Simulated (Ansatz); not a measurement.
Sheets of one type (MA2Z4 (octahedral core, outer Z over the far inner Z)-type), PBE (plane waves, PAW; program Ansatz); HSE06 gaps on those cells.

```csv
layer,a (Å),thickness (Å)
TiP4Si2,3.538,9.29
ZrP4Si2,___,___
ZrGe2P4,3.712,9.71
ScP4Si2,3.586,9.58
HfP4Si2,3.617,9.42
MnP4Si2,3.518,8.91
```

Task: Complete the blanks.

Result: 
- ZrP4Si2, a (Å): 3.612
- ZrP4Si2, thickness (Å): 9.51

Spin orders computed, not proven ground states: MnP4Si2, MA2Z4 (octahedral core, outer Z over the far inner Z)-type layer ferromagnetic. Began spin-polarised and lost the moments: ScP4Si2, MA2Z4 (octahedral core, outer Z over the far inner Z)-type layer. All cells were relaxed under the symmetry of their starts (and spin orders); stability against distortions was not tested throughout. Rows with no word on spin ran without spin polarisation. Scalar-relativistic: spin–orbit coupling is off unless named, which matters more the heavier the elements. Constructed layers (a layer type filled with these elements): TiP4Si2, MA2Z4 (octahedral core, outer Z over the far inner Z)-type layer; ZrP4Si2, MA2Z4 (octahedral core, outer Z over the far inner Z)-type layer; ZrGe2P4, MA2Z4 (octahedral core, outer Z over the far inner Z)-type layer; ScP4Si2, MA2Z4 (octahedral core, outer Z over the far inner Z)-type layer; HfP4Si2, MA2Z4 (octahedral core, outer Z over the far inner Z)-type layer; MnP4Si2, MA2Z4 (octahedral core, outer Z over the far inner Z)-type layer.

Potentials: the later of the program's two PAW sets.
